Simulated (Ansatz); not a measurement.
Computed with Ansatz, DFT PBE, scalar-relativistic, plane waves, PAW, and for the lanthanide a 4f-in-core norm-conserving potential. Settings: cutoff 660 eV, Γ-centred meshes spaced at most about 0.3 Å⁻¹, and about 0.25 Å⁻¹ or finer for metals (2π included), Gaussian smearing. No spin polarisation in the final relaxations.

These are static total energies at zero pressure. All come from trial cells, and lower structures may exist.

Question: These unrelaxed guesses for Nd4S are each relaxed within their symmetry. Order them by the energy at which they end, lowest first.
A.

```
CELL_PARAMETERS angstrom
5.52399 0.00000 0.00000
0.00000 5.52399 0.00000
0.00000 0.00000 5.52399
ATOMIC_POSITIONS crystal
Nd 0.24378 0.75622 0.75622
Nd 0.75622 0.24378 0.75622
Nd 0.75622 0.75622 0.24378
Nd 0.24378 0.24378 0.24378
S 0.00000 0.00000 0.00000
```

B.

```
CELL_PARAMETERS angstrom
-3.20548 3.20548 3.20548
3.20548 -3.20548 3.20548
3.20548 3.20548 -3.20548
ATOMIC_POSITIONS crystal
Nd 0.50000 0.50000 0.50000
Nd 0.50000 0.00000 0.00000
Nd 0.00000 0.00000 0.50000
Nd 0.00000 0.50000 0.00000
S 0.00000 0.00000 0.00000
```

C.

```
CELL_PARAMETERS angstrom
4.96609 0.00000 0.00000
0.00000 4.96609 0.00000
0.00000 0.00000 4.96609
ATOMIC_POSITIONS crystal
Nd 0.00000 0.50000 0.50000
Nd 0.50000 0.50000 0.00000
Nd 0.50000 0.00000 0.50000
Nd 0.00000 0.00000 0.00000
S 0.50000 0.50000 0.50000
```

D.

```
CELL_PARAMETERS angstrom
5.89426 0.00000 0.00000
-2.94713 5.10458 0.00000
0.00000 0.00000 5.29645
ATOMIC_POSITIONS crystal
Nd 0.50000 0.00000 0.00000
Nd 0.00000 0.50000 0.00000
Nd 0.50000 0.50000 0.00000
Nd 0.00000 0.00000 0.50000
S 0.00000 0.00000 0.00000
```

Answer: C (ends in Pm-3m, 0 meV/atom), B (ends in Im-3m, 0.32 eV/atom), A (ends in P-43m, 0.35 eV/atom), D (ends in P6/mmm, 0.57 eV/atom).

Cells relaxed within their symmetry can be saddle points. Some structure types and database cells were kept out of the candidates from the start, so a known form may be missing.

The lanthanide is trivalent by construction, without f bands, f moments or other valences.
